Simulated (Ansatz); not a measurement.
Harmonic thermodynamics of Al3CoRu2

Method: DFT PBE, scalar-relativistic, plane waves, PAW in Ansatz 0.2.0. Plane waves to 420 eV; Γ-centred k mesh 12×12×8; Fermi-Dirac smearing of 0.15 eV. No spin polarisation. Phonons by linear response, acoustic sum rule imposed.

The cell, relaxed at this level:
```xyz
6
Lattice="4.1884 0.0000 0.0000 -2.0942 3.6273 0.0000 0.0000 0.0000 5.1323" Properties=species:S:1:pos:R:3 pbc="T T T"
Al    2.0942    1.2091    4.2909
Al    0.0000    2.4182    0.8414
Al    0.0000    0.0000    2.5662
Co    0.0000    0.0000    0.0000
Ru    2.0942    1.2091    1.6846
Ru    0.0000    2.4182    3.4478
```

It was reached by relaxing an invented guess, and it needn't be the stable form of this composition. In a metal, frequencies and elastic constants depend on the k mesh and the smearing, soft modes and shear constants most. The q mesh is coarse, so values between its points are rough.

Force constants from linear response on a 2×2×1 q mesh, interpolated to a fine mesh.

Phonon density of states, in bins of 10 cm⁻¹:
(bin centre (cm⁻¹), share of modes (%)): (5, 0.0), (15, 0.0), (25, 0.0), (35, 0.1), (45, 0.2), (55, 0.3), (65, 0.4), (75, 0.7), (85, 1.0), (95, 1.3), (105, 2.0), (115, 4.4), (125, 4.6), (135, 2.6), (145, 3.1), (155, 3.9), (165, 5.0), (175, 4.8), (185, 6.6), (195, 7.2), (205, 1.7), (215, 0.0), (225, 0.0), (235, 0.0), (245, 0.0), (255, 0.8), (265, 3.2), (275, 1.1), (285, 3.9), (295, 6.0), (305, 4.9), (315, 4.8), (325, 3.1), (335, 5.8), (345, 8.8), (355, 6.6), (365, 1.0)

Problem. How much zero-point energy does an atom carry?

Solution. 43.9 meV.

Problem. How large are the vibrational entropy and heat capacity at 300 K?

Solution. S = 3.06 k_B and C_V = 2.67 k_B per atom, 89 % of the Dulong–Petit value.

Problem. Tabulate them against temperature.

Solution.
```
T (K)  F_vib (meV/atom)  S (k_B/atom)  C_V (k_B/atom)
  100              41.9          0.74            1.35
  200              29.8          2.03            2.34
  300               7.7          3.06            2.67
  400             -22.1          3.84            2.81
  500             -58.1          4.48            2.87
  600             -99.0          5.01            2.91
  700            -144.2          5.46            2.93
  800            -192.9          5.85            2.95
  900            -244.8          6.20            2.96
 1000            -299.6          6.51            2.97
```
